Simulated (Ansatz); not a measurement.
**Relaxation path: Sc (simple hexagonal type)**

DFT, PBEsol, PAW with Ansatz's default frozen-core files, scalar-relativistic (Ansatz 0.2.0); a Γ-centred 17×17×15 k mesh, Fermi–Dirac smearing of 0.05 eV, no spin polarisation. The run relaxes cell and atoms at a target pressure of 58 GPa.

Command: `ansatz run input.yaml --threads 1 --pin off --max-ram 3584MiB --backend cpu --events-out ev --progress --plain --runs-dir out` It took 13 s on 1 thread of Arm Neoverse V2, on a shared host, peak memory 0.33 GiB.

PAW: frozen-core files, cutoff 420 eV; forces are relaxed below 0.005 eV/Å.

Each step lists its enthalpy F + pV a cell above the last geometry, the pressure, the cell vectors (Å), and Cartesian positions (Å) with forces (eV/Å).

The first step:

```
step 1  dH = 19.02 meV  P = 49.5 GPa
  cell 2.6115 0.0000 0.0000  -1.3058 2.2616 0.0000  0.0000 0.0000 2.4548
  Sc 0.0000 0.0000 0.0000   0.0000 0.0000 0.0000
```

The PAW files were made under PBE.

The symmetry of the start is kept and no stability test is made, so the end need not be the stable phase.

Problem. Where does the relaxation end, and by which steps?

Solution. After 5 geometries, with conventional a, b, c = 2.583, 2.583, 2.399 Å, at 13.855 Å³/atom (-4.44 % against the start) in space group P6/mmm, with a shortest distance of 2.399 Å. The further steps:
```
step 2  dH = 0.76 meV  P = 59.3 GPa
  cell 2.5699 0.0000 0.0000  -1.2850 2.2256 0.0000  0.0000 0.0000 2.4052
  Sc 0.0000 0.0000 0.0000   0.0000 0.0000 0.0000
step 3  dH = 0.16 meV  P = 58.0 GPa
  cell 2.5782 0.0000 0.0000  -1.2891 2.2328 0.0000  0.0000 0.0000 2.4059
  Sc 0.0000 0.0000 0.0000   0.0000 0.0000 0.0000
step 4  dH = 0.00 meV  P = 58.0 GPa
  cell 2.5819 0.0000 0.0000  -1.2909 2.2360 0.0000  0.0000 0.0000 2.3997
  Sc 0.0000 0.0000 0.0000   0.0000 0.0000 0.0000
step 5  dH = 0.00 meV  P = 58.0 GPa
  cell 2.5827 0.0000 0.0000  -1.2913 2.2367 0.0000  0.0000 0.0000 2.3985
  Sc 0.0000 0.0000 0.0000   0.0000 0.0000 0.0000
step 6  dH = 0.15 meV  P = 58.0 GPa  (same geometry on a basis chosen anew; earlier energies don't compare to the last digit)
  cell 2.5827 0.0000 0.0000  -1.2913 2.2367 0.0000  0.0000 0.0000 2.3985
  Sc 0.0000 0.0000 0.0000   0.0000 0.0000 0.0000
```
